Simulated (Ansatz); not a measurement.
The start is a relaxed C cell, doubled along one cell vector, shaken by Gaussian noise of σ = 0.08 Å a coordinate. The structure is fully relaxed (lattice and positions, P = 0) with PBEsol (plane waves to 420 eV, PAW, scalar-relativistic; Ansatz, an electronic-structure program). The first steps use a coarse 13×7×13 k-mesh.

The start:
```
CELL_PARAMETERS angstrom
      0.00000     1.51817     1.51817
      3.03633     0.00000     3.03633
      1.51817     1.51817     0.00000
ATOMIC_POSITIONS crystal
  C  0.96533 0.00444 0.01075
  C  0.00252 0.52315 0.96510
```

Problem. Which atoms feel the largest initial force, and how large is it?

Solution. About 0.6 eV/Å, on C1, C2 (atoms numbered as listed).

Problem. By how much does the energy per atom fall from start to end?

Solution. 1.89 to 1.93 eV/atom (the two k-meshes of the run give this range).

Problem. How do the shortest distances between atoms change?

Solution. The closest pairs of elements (up to four, under 3.6 Å), start → end: C–C 2.06 → 1.68 Å.

Problem. Give the final cell and atomic positions.

Solution. 
Space group P4/mmm (No. 123); a = b = 1.683 Å, c = 1.989 Å, α = β = γ = 90.00°

```
atom  site  symmetry       x       y       z
----  ----  --------  ------  ------  ------
C       1a     4/mmm  0.0000  0.0000  0.0000
```

Final values are on a 27×27×23 k-mesh of the relaxed cell. No spin polarisation in the result.

The run could not lose the symmetry of its start: the end is stationary, and may be a saddle point rather than a minimum.

The relaxed structure here is a generated cell of C: the first start was made by placing the elements on the sites of a structure type, and the end was not matched to a known phase here, so it may be hypothetical. Known forms of C include space group No. 194, 227.
